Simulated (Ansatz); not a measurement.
Relaxed-ion elastic tensor of ZrP in space group P6_3/mmc (No. 194; Zr on 4f, P on 2d, P on 2a) in GPa (Voigt order), the program Ansatz at the PBEsol level (PAW); density 5.60 g/cm³, 18.13 Å³ per atom.

```tsv
	1	2	3	4	5	6
1	221	97.4	107	0.0	0.0	0.0
2	97.4	221	107	0.0	0.0	0.0
3	107	107	263	0.0	0.0	0.0
4	0.0	0.0	0.0	134	0.0	0.0
5	0.0	0.0	0.0	0.0	134	0.0
6	0.0	0.0	0.0	0.0	0.0	62.0
```

Task: Is the crystal mechanically stable?

Result: Yes: the smallest eigenvalue of C is 62.0 GPa.

Task: Work out the Voigt, Reuss and Hill averages.

Result: K_V = 147, K_R = 146, K_H = 147; G_V = 92.4, G_R = 81.1, G_H = 86.8 GPa.

Task: Give Young's modulus, Poisson's ratio, Pugh's ratio and the universal anisotropy index.

Result: E = 9KG/(3K + G) = 217 GPa; ν = 0.25; K/G = 1.69 (near the Pugh limit of 1.75, no verdict); A_U = 5G_V/G_R + K_V/K_R − 6 = 0.71.

Task: Estimate the sound speeds and the Debye temperature.

Result: v_l = √((K + 4G/3)/ρ) = 6850 m/s, v_t = √(G/ρ) = 3940 m/s, mean 4370 m/s; Θ = (h/k)(3n/4πV)^(1/3) v_m = 496 K.

Task: Solve the Christoffel equation for the three sound speeds along x, y, z.

Result: Eigenvalues of C_ijkl n_j n_l equal ρv². In km/s, slowest first: x 3.33, 4.90, 6.29; y 3.33, 4.90, 6.29; z 4.90, 4.90, 6.85.

Task: How much does each axis shrink under pressure?

Result: Linear compressibilities β_i = Σ_j S_ij (j = 1 to 3): x 2.6, y 2.6, z 1.7 per TPa.

The first step of the workflow began from a Materials Project structure, measured or hypothetical; the Crystallography Open Database copy checked does not list it. COD files the formula under space group No. 225. Whether it is the stable phase at ambient conditions was not checked. Symmetry was held in the PBEsol relaxation; its stability against distortions is not shown here. No spin polarisation was allowed. As this level gives no gap, shear constants depend on the k-mesh and smearing (Fermi–Dirac, 0.1 eV here).

Potentials: the later of the program's two PAW sets.
